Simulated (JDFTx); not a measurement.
```yaml
surface: MoSi2(001), Si outermost, slab composition Mo2Si4
bulk: MoSi2, I4/mmm, lattice of mp-2592 (not re-optimised)
slab: 6 atoms in 6 planes, 1x1, 6.4 Å between the outermost planes
in-plane cell: 3.204 × 3.204 Å, 10.27 Å²
cell_height: 22.5 Å
sampling: 6×6×1 k mesh, Fermi smearing 0.01 Ha, no spin polarisation
```

Whether this polymorph is the ambient one wasn't checked.

Profiles through the double layer of this slab, charged, in CANDLE, water, 1 M NaCl; PBE, GBRV ultrasoft potentials, plane waves to 20/100 Ha, JDFTx (a modified build). z is the height above the outermost atoms, φ the plane-averaged electrostatic potential energy of an electron (zero in the bulk liquid), ρ_b the bound charge of solvent and ions, s the cavity shape function (0 in the solid, 1 in the liquid).

| z (Å) | n (e/Å³) | s | φ (eV) | ρ_b (10⁻³ e/Å³) |
|---|---|---|---|---|
| 1.01 | 0.0866 | 0.00 | -1.980 | -0.16 |
| 1.47 | 0.0268 | 0.00 | -0.927 | -3.68 |
| 1.94 | 0.0069 | 0.02 | -0.186 | -7.66 |
| 2.41 | 0.0017 | 0.19 | -0.063 | -0.77 |
| 2.88 | 0.0004 | 0.48 | -0.043 | 0.17 |
| 3.35 | 0.0001 | 0.77 | -0.034 | 0.03 |
| 3.82 | 0.0000 | 0.97 | -0.028 | 0.00 |
| 4.29 | 0.0000 | 1.00 | -0.024 | -0.01 |
| 4.76 | 0.0000 | 1.00 | -0.021 | -0.01 |
| 5.22 | 0.0000 | 1.00 | -0.018 | -0.01 |
| 5.69 | 0.0000 | 1.00 | -0.015 | -0.01 |
| 6.16 | 0.0000 | 1.00 | -0.013 | -0.01 |
| 6.63 | 0.0000 | 1.00 | -0.011 | -0.01 |
| 7.10 | 0.0000 | 1.00 | -0.010 | -0.01 |
| 7.57 | 0.0000 | 1.00 | -0.008 | 0.00 |

Q: Is the electrode positively or negatively charged, and roughly by how much?

A: Positively: σ = 9.1 μC/cm² per face. The liquid's bound charge is of the opposite sign overall, and far from the surface φ decays with the screening length (3.0 Å).
